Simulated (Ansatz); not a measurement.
# Relaxing an invented Co4Ge structure

All numbers below come from DFT PBE, scalar-relativistic, plane waves, PAW in Ansatz 0.2.0. Cutoff 420 eV, Gaussian smearing, Γ-centred meshes. Cell and atoms relax first on a coarse mesh and then on a finer one. In between, the cell is made exact in the group found at 0.06 Å. In metals the finer mesh still leaves noise of several meV/atom or more. The steps can't lower the symmetry of their start. Collinear spin, starting moments Co 3.0 (×4) μB.

The cell of Co4Ge is invented: random cell by space group and Wyckoff sites (P6/mmm, No. 191). The dimensions are guesses.

Space group P6/mmm (No. 191). a = 3.823 Å, b = 3.823 Å, c = 5.690 Å, α = 90.00°, β = 90.00°, γ = 120.00°
```csv
atom,site,symmetry,x,y,z
Co,2e,6mm,0.0000,0.0000,0.6738
Co,2d,-6m2,0.3333,0.6667,0.5000
Ge,1a,6/mmm,0.0000,0.0000,0.0000
```

Formation energies are uncorrected and refer to the elements' standard structures at the same level.

Question: What does it relax into?

Answer: The symmetry stays P6/mmm (No. 191). The volume per atom grows by 19.2 %, from 14.4 to 17.2 Å³. The shortest distance goes from 1.86 Å (Co–Ge) to 2.18 Å (Co–Co). The ratio c/a of the conventional cell changes by a factor of 1.25. The energy falls by about 0.65 eV/atom (the start's value is from the coarse mesh). Conventional cell: a = 3.768 Å, c = 6.984 Å. Co on a site of symmetry 6mm has 1 Ge at 2.25 Å and 7 Co at 2.48–2.50 Å; Co on a site of symmetry -6m2 is surrounded by 3 Co at 2.18 Å and 6 Co at 2.50 Å; Ge is surrounded by 2 Co at 2.25 Å.

```xyz
5
Lattice="3.7676 0.0000 0.0000 -1.8838 3.2628 0.0000 0.0000 0.0000 6.9835" Properties=species:S:1:pos:R:3 pbc="T T T"
Co    0.0000    0.0000    4.7315
Co    0.0000    0.0000    2.2520
Co    0.0000    2.1752    3.4918
Co    1.8838    1.0876    3.4918
Ge    0.0000    0.0000    0.0000
```

Question: Give its energy and gap.

Answer: The energy over the elements is +0.71 eV/atom. The gap on the 12×12×6 mesh of the 5-atom cell is 0 eV (a metal) and the net moment per atom is 1.16 μB. The moment by site is Co 1.4 (×2), 1.6 (×2) μB.

The separate elements lie lower, so it is unstable against them.

The last run used collinear spin and Gaussian smearing of 0.10 eV. The magnetic state reached may not be the lowest. Symmetry constrained the relaxation, so the result can be a saddle point. In all, the 3 runs took 8.7 min on 1 thread of Arm Neoverse V1 (shared host). Another cell of Co4Ge relaxed alike, in F-43m, lies 230 meV/atom lower, so this cell isn't the stable form at this level. Site moments count only spheres around the atoms; the net moment includes the space between them.
